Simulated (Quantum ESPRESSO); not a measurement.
LuAgO$_{2}$ has the trigonal space group R-3m, hexagonal axes (No. 166), Pearson symbol hR4. Conventional cell: a = b = 3.336 Å, c = 18.213 Å, α = β = 90.00°, γ = 120.00°. O on 6c is surrounded by 1 Ag at 2.009 Å and 3 Lu at 2.183 Å (tetrahedral). Ag on 3a is surrounded by 2 O at 2.009 Å (linear). Lu on 3b is coordinated by 6 O at 2.183 Å (octahedral). (Neighbours: up to the widest gap in distance over summed covalent radii, below 1.35, at either atom; cation-cation contacts left out.)
(The calculation used a cell of 4 atoms; values per cell refer to that cell.)

The PBEsol cell relaxed from Materials Project entry mp-1018025 was given an isotropic strain of -1.5 % on all lattice vectors, and the atoms were relaxed again.

Problem. What does PBEsol (Quantum ESPRESSO, PseudoDojo norm-conserving, 100 Ry, no spin-orbit coupling) give for the electronic structure near the Fermi level?

Solution. The PBEsol gap is indirect, 2.29 eV, from L to Γ; the smallest direct gap is 2.83 eV. Spin-orbit splittings are left out. The 4f states are in the valence at their DFT position.

The structure is a Materials Project entry; no match was found in the copy of COD used, and its stability was not checked.
